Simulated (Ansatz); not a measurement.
SrVO3 (cubic perovskite)

```
CELL_PARAMETERS angstrom
      3.85762     0.00000     0.00000
      0.00000     3.85762     0.00000
      0.00000     0.00000     3.85762
ATOMIC_POSITIONS crystal
  Sr 0.00000 0.00000 0.00000
  V  0.50000 0.50000 0.50000
  O  0.00000 0.50000 0.50000
  O  0.50000 0.50000 0.00000
  O  0.50000 0.00000 0.50000
```

The slice is a {100} plane (indices of the conventional cell) through the point (0.500, 0.500, 0.500) (fractional), spanned by u = [100] and v = [010] in vectors of this cell: u (3.86 Å) and v (3.86 Å, at 90° to u). It covers one period; positions are fractions (u, v).

Method: PBE (plane waves to 420 eV, PAW, scalar-relativistic; Ansatz, an electronic-structure program). k mesh 12×12×12. These are valence fields of a PAW run, semicore shells included where kept as valence: close to a nucleus they are smooth pseudo fields. SrVO3 is run without spin polarisation and with no Hubbard U. SrVO3 was relaxed with its symmetry unable to fall.

Three fields on this plane, each scaled to ten steps between its own extremes (0 low, 9 high; the total valence density on a logarithmic scale, the potential cut 8 eV below its top; x marks points blanked near nuclei; v = 0 in the bottom row):

Map A
```
|xxxxx226xxxxxxxxx622xxxx|
|xxxxx126xxxxxxxxx621xxxx|
|xxxx31259xxxxxxx95213xxx|
|xxx3111479xxxxx9741113xx|
|221110125799999752101112|
|222211112467876421111222|
|666542101234543210124566|
|xxx9752100112110012579xx|
|xxxx97420000000002479xxx|
|xxxxx963100000001369xxxx|
|xxxxx974100000001479xxxx|
|xxxxx985200000002589xxxx|
|xxxxx974100000001479xxxx|
|xxxxx963100000001369xxxx|
|xxxx97420000000002479xxx|
|xxx9752100112110012579xx|
|666542101234543210124566|
|222211112467876421111222|
|221110125799999752101112|
|xxx3111479xxxxx9741113xx|
|xxxx31259xxxxxxx95213xxx|
|xxxxx126xxxxxxxxx621xxxx|
|xxxxx226xxxxxxxxx622xxxx|
|xxxxx226xxxxxxxxx622xxxx|
```

Map B
```
|xxxxx000xxxxxxxxx000xxxx|
|xxxxx002xxxxxxxxx200xxxx|
|xxxx00034xxxxxxx43000xxx|
|xxx0003566xxxxx6653000xx|
|000002578888788887520000|
|000035789998889998753000|
|002357899999999999875320|
|xxx4689999999999999864xx|
|xxxx68999999999999986xxx|
|xxxxx899999888999998xxxx|
|xxxxx889998888899988xxxx|
|xxxxx789998888899987xxxx|
|xxxxx889998888899988xxxx|
|xxxxx899999888999998xxxx|
|xxxx68999999999999986xxx|
|xxx4689999999999999864xx|
|002357899999999999875320|
|000035789998889998753000|
|000002578888788887520000|
|xxx0003566xxxxx6653000xx|
|xxxx00034xxxxxxx43000xxx|
|xxxxx002xxxxxxxxx200xxxx|
|xxxxx000xxxxxxxxx000xxxx|
|xxxxx000xxxxxxxxx000xxxx|
```

Map C
```
|xxxxx989xxxxxxxxx989xxxx|
|xxxxx888xxxxxxxxx888xxxx|
|xxxx97779xxxxxxx97779xxx|
|xxx9766678xxxxx8766679xx|
|998765556788888765556789|
|888765445566666554456788|
|998765444444444444456789|
|xxx9765433333333345679xx|
|xxxx87543211111234578xxx|
|xxxxx864311000113468xxxx|
|xxxxx864310000013468xxxx|
|xxxxx864310000013468xxxx|
|xxxxx864310000013468xxxx|
|xxxxx864311000113468xxxx|
|xxxx87543211111234578xxx|
|xxx9765433333333345679xx|
|998765444444444444456789|
|888765445566666554456788|
|998765556788888765556789|
|xxx9766678xxxxx8766679xx|
|xxxx97779xxxxxxx97779xxx|
|xxxxx888xxxxxxxxx888xxxx|
|xxxxx989xxxxxxxxx989xxxx|
|xxxxx989xxxxxxxxx989xxxx|
```

**Question.** Assign the maps to these fields: electron localisation function (ELF); valence electron density; electrostatic potential energy of an electron, from the cell's mean.

**Answer.** A is the electron localisation function (ELF); B is the electrostatic potential energy of an electron, from the cell's mean; C is the valence electron density.
